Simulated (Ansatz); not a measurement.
Re:
```yaml
crystal:
  lattice:
    - [2.75908, 0.00000, 0.00000]
    - [-1.37954, 2.38943, 0.00000]
    - [0.00000, 0.00000, 8.90978]
  atoms:
    - { symbol: Re, position: [0.00000, 0.00000, 0.00000] }
    - { symbol: Re, position: [0.00000, 0.00000, 0.50000] }
    - { symbol: Re, position: [0.33333, 0.66667, 0.25000] }
    - { symbol: Re, position: [0.66667, 0.33333, 0.75000] }
```

Relaxed with r²SCAN in the plane-wave PAW code Ansatz. Indices refer to the conventional cell of P6_3/mmc, a = b = 2.7591 Å, c = 8.9098 Å, α = β = 90.00°, γ = 120.00°.

**Question.** Simulate the powder diffraction pattern (Fe Kα, λ = 1.93735 Å; lines above 1 %) up to 2θ = 90°.

**Answer.** Simulated powder pattern, Fe Kα, λ = 1.93735 Å (kinematic, ideal powder, no thermal factors, no anomalous dispersion; the 30 strongest lines at most, above 1 %, up to 2θ = 90°):

```json
[
 {"2θ (°)": "47.83", "d (Å)": "2.389", "I/Imax (%)": "8.1", "hkl": "(1 0 -1 0)"},
 {"2θ (°)": "49.63", "d (Å)": "2.308", "I/Imax (%)": "44", "hkl": "(1 0 -1 1)"},
 {"2θ (°)": "51.56", "d (Å)": "2.227", "I/Imax (%)": "35", "hkl": "(0004)"},
 {"2θ (°)": "54.78", "d (Å)": "2.106", "I/Imax (%)": "100", "hkl": "(1 0 -1 2)"},
 {"2θ (°)": "62.71", "d (Å)": "1.862", "I/Imax (%)": "23", "hkl": "(1 0 -1 3)"},
 {"2θ (°)": "72.96", "d (Å)": "1.629", "I/Imax (%)": "5.1", "hkl": "(1 0 -1 4)"},
 {"2θ (°)": "85.39", "d (Å)": "1.428", "I/Imax (%)": "11", "hkl": "(1 0 -1 5)"},
 {"2θ (°)": "89.20", "d (Å)": "1.380", "I/Imax (%)": "27", "hkl": "(1 1 -2 0)"}
]
```

The workflow started from a Materials Project entry (that database holds measured and hypothetical structures alike). Its sites differ from those of the usual phase in this space group: another stacking or structure type. Symmetry was held in the r²SCAN relaxation; of distortions, only those at the zone centre were tested. No spin polarisation was allowed. Axis ratios of metals converge slowly with the k-mesh, so a and c are less sure than the volume. Spin–orbit coupling is left out wherever it is not named.

Potentials: the later of the program's two PAW sets.
